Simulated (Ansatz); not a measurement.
Si$_{3}$N$_{4}$:
```xyz
14
Lattice="7.6632 0.0000 0.0000 -3.8316 6.6365 0.0000 0.0000 0.0000 2.9263" Properties=species:S:1:pos:R:3 pbc="T T T"
Si    -1.3901     5.4751     2.1947
Si     5.2217     1.1614     0.7316
Si     2.2266     1.5337     0.7316
Si     1.6050     5.1028     2.1947
Si    -0.2149     2.6951     2.1947
Si     4.0465     3.9414     0.7316
N      0.0000     4.4244     2.1947
N      3.8316     2.2122     0.7316
N      4.8598     4.4465     2.1947
N     -1.0282     2.1901     0.7316
N     -1.4209     6.4319     0.7316
N      5.2525     0.2046     2.1947
N      1.3825     1.9855     2.1947
N      2.4490     4.6511     0.7316
```

This is the PBE-relaxed structure.

All from PBE in the plane-wave PAW code Ansatz, unless another level is named. Give the smallest direct gap on the standard path.

4.45 eV.

What about the electron effective mass?

0.22, 1.5, 1.5 mₑ (principal values).

And the conduction-band minimum?

at Γ.

And the valence-band maximum?

on the Γ–A line, 34 % of the way from Γ.

Space group P6_3/m. Symmetry was held in the PBE relaxation.

Potentials: the earlier of the program's two PAW sets.
